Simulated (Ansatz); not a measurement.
# Rb2Sb2F in Ansatz, relaxation

Launch command:

```bash
ansatz run input.yaml --threads 2 --pin off --max-ram 3584MiB --backend cpu --events-out ev --progress --plain --runs-dir out
```

input.yaml:

```yaml
crystal:
  lattice:
    - [-2.342483, 3.749748, 4.828755]
    - [4.684966, 0.0, 0.0]
    - [2.342483, 3.749748, -4.828755]
  atoms:
    - { symbol: F, position: [0.0, 0.0, 0.0] }
    - { symbol: Rb, position: [0.72021, 0.22021, 0.27979] }
    - { symbol: Rb, position: [0.27979, 0.77979, 0.72021] }
    - { symbol: Sb, position: [0.7016, 0.5, 0.7016] }
    - { symbol: Sb, position: [0.2984, 0.5, 0.2984] }
  symmetry: { tolerance: 0.0003 }
kpoints:
  mp_grid: { grid: [6, 6, 6], shift: [0, 0, 0] }
magnetization:
  spin_polarized: false
scf:
  occupations: { method: cold, width: 0.2355 }
  lower_state_search: "off"
hamiltonian:
  pseudopotentials: { kind: paw }
  xc: r2scan
basis:
  ecutwfc: 500
  fft_grid_basis: typed
relax:
  max_steps: 80
output:
  forces: true
  stress: true
  eigenvalues: true
  bader: true
  populations: true
  elf: true
  write_potential: true
  volumetric_format: npy
  dos:
    e_range: [-12, 8]
    de: 0.05
    projected: { site_lists: { F: [F], Rb: [Rb], Sb: [Sb] } }
  write_density: true
checkpoint:
  read: saved_state
```

Origin of the cell: a known structure type with other elements, at an estimated volume, so it need not be a known compound.

The saved state is a converged single point of the same cell.

Steps:

```csv
step,ΔF (meV/atom),max force component (eV/Å),SCF iterations,step was
1,0.0,1.948,6,accepted
2,-163.8,1.046,7,accepted
3,-226.5,0.620,6,accepted
4,-245.1,0.382,6,accepted
5,-253.8,0.106,5,accepted
6,-254.0,0.017,5,accepted
7,-254.0,0.000,4,accepted
```

Step 1, with forces in eV/Å:

```xyz
5
Lattice="-2.342 3.750 4.829 4.685 0.000 0.000 2.342 3.750 -4.829" Properties=species:S:1:pos:R:3:forces:R:3 pbc="T T T" step=1
F     0.000    0.000    0.000    0.000    0.000    0.000
Rb    0.000    3.750    2.127    0.000    0.000    0.880
Rb    4.685    3.750   -2.127    0.000    0.000   -0.880
Sb    2.342    5.262    0.000    0.000   -1.948    0.000
Sb    2.342    2.238    0.000    0.000    1.948    0.000
```

Step 2, with forces in eV/Å:

```xyz
5
Lattice="-2.342 3.750 4.829 4.685 0.000 0.000 2.342 3.750 -4.829" Properties=species:S:1:pos:R:3:forces:R:3 pbc="T T T" step=2
F     0.000    0.000    0.000    0.000    0.000    0.000
Rb    0.000    3.750    2.256    0.000    0.000    1.046
Rb    4.685    3.750   -2.256    0.000    0.000   -1.046
Sb    2.342    5.067    0.000    0.000   -0.269    0.000
Sb    2.342    2.433    0.000    0.000    0.269    0.000
```

Step 3, with forces in eV/Å:

```xyz
5
Lattice="-2.342 3.750 4.829 4.685 0.000 0.000 2.342 3.750 -4.829" Properties=species:S:1:pos:R:3:forces:R:3 pbc="T T T" step=3
F     0.000    0.000    0.000    0.000    0.000    0.000
Rb    0.000    3.750    2.449    0.000    0.000    0.620
Rb    4.685    3.750   -2.449    0.000    0.000   -0.620
Sb    2.342    5.019    0.000    0.000    0.467    0.000
Sb    2.342    2.480    0.000    0.000   -0.467    0.000
```

Step 4, with forces in eV/Å:

```xyz
5
Lattice="-2.342 3.750 4.829 4.685 0.000 0.000 2.342 3.750 -4.829" Properties=species:S:1:pos:R:3:forces:R:3 pbc="T T T" step=4
F     0.000    0.000    0.000    0.000    0.000    0.000
Rb    0.000    3.750    2.551    0.000    0.000    0.277
Rb    4.685    3.750   -2.551    0.000    0.000   -0.277
Sb    2.342    5.037    0.000    0.000   -0.382    0.000
Sb    2.342    2.463    0.000    0.000    0.382    0.000
```

Step 5, with forces in eV/Å:

```xyz
5
Lattice="-2.342 3.750 4.829 4.685 0.000 0.000 2.342 3.750 -4.829" Properties=species:S:1:pos:R:3:forces:R:3 pbc="T T T" step=5
F     0.000    0.000    0.000    0.000    0.000    0.000
Rb    0.000    3.750    2.688    0.000    0.000   -0.021
Rb    4.685    3.750   -2.688    0.000    0.000    0.021
Sb    2.342    5.007    0.000    0.000    0.106    0.000
Sb    2.342    2.492    0.000    0.000   -0.106    0.000
```

Step 6, with forces in eV/Å:

```xyz
5
Lattice="-2.342 3.750 4.829 4.685 0.000 0.000 2.342 3.750 -4.829" Properties=species:S:1:pos:R:3:forces:R:3 pbc="T T T" step=6
F     0.000    0.000    0.000    0.000    0.000    0.000
Rb    0.000    3.750    2.675    0.000    0.000   -0.001
Rb    4.685    3.750   -2.675    0.000    0.000    0.001
Sb    2.342    5.012    0.000    0.000   -0.017    0.000
Sb    2.342    2.487    0.000    0.000    0.017    0.000
```

Step 7, with forces in eV/Å:

```xyz
5
Lattice="-2.342 3.750 4.829 4.685 0.000 0.000 2.342 3.750 -4.829" Properties=species:S:1:pos:R:3:forces:R:3 pbc="T T T" step=7
F     0.000    0.000    0.000    0.000    0.000    0.000
Rb    0.000    3.750    2.675    0.000    0.000    0.000
Rb    4.685    3.750   -2.675    0.000    0.000    0.000
Sb    2.342    5.012    0.000    0.000    0.000    0.000
Sb    2.342    2.488    0.000    0.000    0.000    0.000
```

```yaml
Free_energy_lowered_by: 254.0 meV/atom
Final_pressure: 3.34 GPa
Relaxation_steps_listed: 7
```

Caveats: no moments, though an odd count or open d shells may carry them; no spin-orbit coupling, though heavy elements are present; the SCF threshold is looser than advised for a stress; the relaxation held the start's symmetry, so the end may be a saddle point; wide smearing.

The run took 2.5 min on 2 threads of Arm Neoverse V2 (shared host), peak memory 1 GiB, from a saved density.
